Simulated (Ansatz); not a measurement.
# Competing collinear orders in TiCo₃ (Pm-3m)

The geometry is a structure as deposited in COD, held fixed and not relaxed.

Common settings: PBEsol, 10×10×10 k mesh, Fermi–Dirac smearing of 0.05 eV. PAW means Ansatz 0.2.0 on its default frozen-core files; LAPW is all-electron LAPW in Ansatz 0.2.0. Site moments are integrated in spheres about the atoms, whose radii differ between the methods.

The first input and its command:

```yaml
crystal:
  lattice:
    - [3.571, 0.0, 0.0]
    - [0.0, 3.571, 0.0]
    - [0.0, 0.0, 3.571]
  atoms:
    - { symbol: Ti, position: [0.0, 0.0, 0.0] }
    - { symbol: Co, position: [0.0, 0.5, 0.5], spin: 2.0 }
    - { symbol: Co, position: [0.5, 0.0, 0.5], spin: 2.0 }
    - { symbol: Co, position: [0.5, 0.5, 0.0], spin: 2.0 }
magnetization:
  spin_polarized: true
kpoints:
  mp_grid: { grid: [10, 10, 10] }
scf:
  occupations: { method: fermi_dirac, width: 0.05 }
  lower_state_search: "off"
hamiltonian:
  xc: pbesol
  pseudopotentials: { kind: paw }
output:
  forces: true
  stress: true
  eigenvalues: true
  populations: true
```

Command: `ansatz run input.yaml --threads 2 --pin off --max-ram 6144MiB --backend cpu --events-out ev --progress --plain --runs-dir out`

The input for «start Ti1↑ Co2↑ Co3↑ Co4↓» by LAPW differs from it in these lines, output keys apart:

```diff
-    - { symbol: Ti, position: [0.0, 0.0, 0.0] }
-    - { symbol: Co, position: [0.0, 0.5, 0.5], spin: 2.0 }
-    - { symbol: Co, position: [0.5, 0.0, 0.5], spin: 2.0 }
-    - { symbol: Co, position: [0.5, 0.5, 0.0], spin: 2.0 }
+    - { symbol: Ti, position: [0.0, 0.0, 0.0], spin: 0.3 }
+    - { symbol: Co, position: [0.0, 0.5, 0.5], spin: 1.0 }
+    - { symbol: Co, position: [0.5, 0.0, 0.5], spin: 1.0 }
+    - { symbol: Co, position: [0.5, 0.5, 0.0], spin: -1.0 }
-  pseudopotentials: { kind: paw }
+  pseudopotentials: { kind: all_electron, lapw: { basis_error: 0.001 } }
```

Energies count from the run that starts all moments parallel. Patterns list the atoms that start with 0.5 μB or more.

```json
{"start": "Co2↑, Co3↑, Co4↑", "ΔF PAW (meV/atom)": "0.0", "ΔF LAPW (meV/atom)": "0.0", "largest moment, PAW (μB)": "?", "M, PAW (μB/cell)": "2.58", "order at the end, PAW": "kept", "P, PAW (GPa)": "-3.7"}
{"start": "Co2↑, Co3↑, Co4↓", "ΔF PAW (meV/atom)": "+3.5", "ΔF LAPW (meV/atom)": "+4.0", "largest moment, PAW (μB)": "?", "M, PAW (μB/cell)": "1.07", "order at the end, PAW": "changed", "P, PAW (GPa)": "-7.5"}
```

What belongs in the row "Co2↑, Co3↑, Co4↑", column "largest moment, PAW (μB)"?

1.03.

Give the missing entry: row "Co2↑, Co3↑, Co4↓", column "largest moment, PAW (μB)".

0.42.

The lowest of these ends as follows. Site moments (μB): Ti1 -0.32, Co2 1.03, Co3 1.03, Co4 1.03. Cell moment 2.58 μB. Orders of other supercells weren't tried and can lie lower.

The start Co2↑, Co3↑, Co4↓ ends so. Site moments (μB): Ti1 -0.12, Co2 0.42, Co3 0.42, Co4 0.42. Cell moment 1.07 μB.

The PAW files were made with PBE; the program remakes their cores once for the run's functional and then keeps them frozen. The Ansatz runs typed with the search for lower states off end where their start leads. The magnetic state is the one that this cell and start allow. It needn't be the compound's measured order, which may need a larger cell or be absent.
